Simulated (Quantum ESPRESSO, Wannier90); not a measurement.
**Cd₂Hg (I4/mmm): Wannier90 run**

Materials Project entry mp-11299; symmetrised, unrelaxed at this level. Not found in the COD (Crystallography Open Database) copy used; not checked further. Computed values, not measurements, from PBEsol: Quantum ESPRESSO (norm-conserving PseudoDojo potentials, cutoff 82 Ry, no spin polarisation, no spin-orbit coupling) on a Γ-centred 4×4×4 mesh, then Wannier90. Density: 12×12×12 mesh, cold smearing 0.01 Ry. Spin-orbit coupling is left out although heavy elements are present.

```
begin unit_cell_cart
ang
    4.0180500000    0.0000000000    0.0000000000
    0.0000000000    4.0180500000    0.0000000000
   -2.0090250000   -2.0090250000    4.2908700000
end unit_cell_cart
mp_grid = 4 4 4
```

### Question
Which shells of neighbouring k-points and which b-vectors and weights does Wannier90 pick for this cell and mesh?

### Answer
```
 *---------------------------------- K-MESH ----------------------------------*
 +----------------------------------------------------------------------------+
 |                    Distance to Nearest-Neighbour Shells                    |
 |                    ------------------------------------                    |
 |          Shell             Distance (Ang^-1)          Multiplicity         |
 |          -----             -----------------          ------------         |
 |             1                   0.366079                      2            |
 |             2                   0.431664                      8            |
 |             3                   0.552866                      4            |
 |             4                   0.663079                      8            |
 |             5                   0.674063                      8            |
 |             6                   0.732158                      2            |
 |             7                   0.781870                      4            |
 |             8                   0.863327                      8            |
       ... (lines left out)
 +----------------------------------------------------------------------------+
 | The b-vectors are chosen automatically                                     |
 | The following shells are used:                       1,  2                 |
 +----------------------------------------------------------------------------+
 |                        Shell   # Nearest-Neighbours                        |
 |                        -----   --------------------                        |
 |                          1               2                                 |
 |                          2               8                                 |
 +----------------------------------------------------------------------------+
 | Completeness relation is fully satisfied [Eq. (B1), PRB 56, 12847 (1997)]  |
 +----------------------------------------------------------------------------+
 |                  b_k Vectors (Ang^-1) and Weights (Ang^2)                  |
 |                  ----------------------------------------                  |
 |            No.         b_k(x)      b_k(y)      b_k(z)        w_b           |
 |            ---        --------------------------------     --------        |
 |             1         0.000000    0.000000    0.366079     2.095160        |
 |             2         0.000000    0.000000   -0.366079     2.095160        |
 |             3         0.000000    0.390935    0.183039     1.635803        |
 |             4         0.390935    0.000000    0.183039     1.635803        |
 |             5         0.000000    0.390935   -0.183039     1.635803        |
 |             6         0.390935    0.000000   -0.183039     1.635803        |
 |             7         0.000000   -0.390935   -0.183039     1.635803        |
 |             8         0.000000   -0.390935    0.183039     1.635803        |
 |             9        -0.390935    0.000000   -0.183039     1.635803        |
 |            10        -0.390935    0.000000    0.183039     1.635803        |
```
